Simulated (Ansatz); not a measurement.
Relaxed-ion elastic tensor of GaP (zinc blende, F-43m) in GPa (Voigt order), r²SCAN in the plane-wave PAW code Ansatz; density 4.13 g/cm³, 20.25 Å³ per atom.

```
 142  60.5  60.5   0.0   0.0   0.0
60.5   142  60.5   0.0   0.0   0.0
60.5  60.5   142   0.0   0.0   0.0
 0.0   0.0   0.0  73.1   0.0   0.0
 0.0   0.0   0.0   0.0  73.1   0.0
 0.0   0.0   0.0   0.0   0.0  73.1
```

**Question.** Is the crystal mechanically stable?

**Answer.** Yes: the smallest eigenvalue of C is 73.1 GPa.

**Question.** Work out the Voigt, Reuss and Hill averages.

**Answer.** K_V = 87.8, K_R = 87.8, K_H = 87.8; G_V = 60.2, G_R = 55.6, G_H = 57.9 GPa.

**Question.** Give Young's modulus, Poisson's ratio, Pugh's ratio and the universal anisotropy index.

**Answer.** E = 9KG/(3K + G) = 142 GPa; ν = 0.23; K/G = 1.52 (brittle by the Pugh limit of 1.75); A_U = 5G_V/G_R + K_V/K_R − 6 = 0.41.

**Question.** Estimate the sound speeds and the Debye temperature.

**Answer.** v_l = √((K + 4G/3)/ρ) = 6320 m/s, v_t = √(G/ρ) = 3750 m/s, mean 4150 m/s; Θ = (h/k)(3n/4πV)^(1/3) v_m = 453 K.

**Question.** Give the Zener ratio and Young's modulus along [100], [110] and [111].

**Answer.** A = 2C44/(C11 − C12) = 1.79; 1/E = S11 − 2(S11 − S12 − S44/2)Γ with Γ = 0, 1/4, 1/3 gives 106, 149, 172 GPa.

**Question.** Solve the Christoffel equation for the three sound speeds along [100], [110], [111].

**Answer.** Eigenvalues of C_ijkl n_j n_l equal ρv² (piezoelectric stiffening left out). In km/s, slowest first: [100] 4.21, 4.21, 5.87; [110] 3.15, 4.21, 6.50; [111] 3.54, 3.54, 6.70.

The r²SCAN relaxation kept the symmetry of its start; phonons on a q-mesh show no instability. Spin–orbit coupling is left out wherever it is not named.

Potentials: the later of the program's two PAW sets.
